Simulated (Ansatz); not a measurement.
Given:

WSe$_{2}$:
```
WSe2
1.0
    3.25000     0.00000     0.00000
   -1.62500     2.81458     0.00000
    0.00000     0.00000    12.81897
W Se
2 4
Direct
  0.66667   0.33333   0.75000
  0.33333   0.66667   0.25000
  0.33333   0.66667   0.88001
  0.66667   0.33333   0.11999
  0.66667   0.33333   0.38001
  0.33333   0.66667   0.61999
```

This is the LDA-relaxed structure. Cartesian axes are those of the cell as given.

**Question.** All from LDA in the plane-wave PAW code Ansatz, unless another level is named. Predict the Poisson's ratio.

**Answer.** 0.19.

**Question.** Predict the elastic constants (relaxed ions, GPa).

**Answer.** C11 = 211, C12 = 40.4, C13 = 12.3, C33 = 51.8, C44 = 20.9.

Space group P6_3/mmc. The cell was relaxed with LDA under the symmetry of its start; phonons on a q-mesh show no instability. No spin polarisation was allowed. A crystal of weakly bound layers computed without a dispersion correction: the cell and the soft elastic constants depend strongly on that. Spin–orbit coupling is left out wherever it is not named.

Potentials: the earlier of the program's two PAW sets.
